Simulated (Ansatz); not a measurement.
# Computed properties of RbP2Ir2

RbP2Ir2:
```cif
data_Ir2P2Rb
_chemical_formula_sum 'Rb1 P2 Ir2'
_space_group_name_H-M_alt 'P 1'
_space_group_IT_number 1
_cell_length_a 7.40556
_cell_length_b 7.40556
_cell_length_c 7.40556
_cell_angle_alpha 149.175
_cell_angle_beta 149.175
_cell_angle_gamma 44.155
loop_
_space_group_symop_operation_xyz
  'x, y, z'
loop_
_atom_site_label
_atom_site_type_symbol
_atom_site_fract_x
_atom_site_fract_y
_atom_site_fract_z
_atom_site_occupancy
Rb1 Rb 0.00000 0.00000 0.00000 1
P1 P 0.34254 0.34254 0.00000 1
P2 P 0.65746 0.65746 0.00000 1
Ir1 Ir 0.75000 0.25000 0.50000 1
Ir2 Ir 0.25000 0.75000 0.50000 1
```

Space group I4/mmm (No. 139); conventional cell a = b = 3.9364 Å, c = 13.7251 Å, α = β = γ = 90.00°.

Method: r²SCAN in the plane-wave PAW code Ansatz. The cell and atoms are relaxed at this level. Other levels are named where they apply.

Cell and energy:

| Quantity | Result |
|---|---|
| Volume per atom | 21.27 Å³ |
| Density | 8.31 g/cm³ |
| Formation energy from the elements (no fitted shifts) | -0.75 eV/atom |

Electronic structure:

| Property | Value |
|---|---|
| Electronic character | metallic (no gap) |
| Density of states at the Fermi level | 0.22 states/eV per atom (mean over ±0.08 eV) |

The first step of the workflow began from a Materials Project structure, measured or hypothetical; the Crystallography Open Database copy checked does not list it. Whether it is the stable phase at ambient conditions was not checked. The cell was relaxed with r²SCAN under the symmetry of its start; whether a distortion lowers the energy is not shown. No spin polarisation was allowed. The references are the lowest solids computed at this level, not always the standard phases. Scalar-relativistic: spin–orbit coupling is off unless named, which matters more the heavier the elements.

Potentials: the later of the program's two PAW sets.
